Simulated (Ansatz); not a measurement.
Consider the following.

PtSe$_{2}$:
```xyz
3
Lattice="1.7996 1.0390 5.2042 -1.7996 1.0390 5.2042 0.0000 -2.0780 5.2042" Properties=species:S:1:pos:R:3 pbc="T T T"
Pt     0.0000     0.0000     0.0183
Se     0.0000     0.0000    11.8635
Se     0.0000     0.0000     8.9347
```

This is the LDA-relaxed structure.

### Question
All from the program Ansatz at the LDA level (PAW), unless another level is named. Give the electronic character.

### Answer
metallic (no gap).

### Question
Predict the density of states at the Fermi level.

### Answer
0.61 states/eV per atom (mean over ±0.08 eV).

### Question
Predict the formation energy from the elements (no fitted shifts).

### Answer
-0.024 eV/atom.

Space group R3m. A made-up cell: these elements were put on the sites of a structure type; neither database checked (COD, Materials Project) lists it. COD files the formula under space group No. 164, so this cell is another polymorph or a model. Whether it is the stable phase at ambient conditions was not checked. The cell was relaxed with LDA under the symmetry of its start; of distortions, only those at the zone centre were tested. No spin polarisation was allowed. A crystal of weakly bound layers computed without a dispersion correction: the cell and the soft elastic constants depend strongly on that. The references are the lowest solids computed at this level, not always the standard phases. Spin–orbit coupling is left out wherever it is not named.

Potentials: the earlier of the program's two PAW sets.
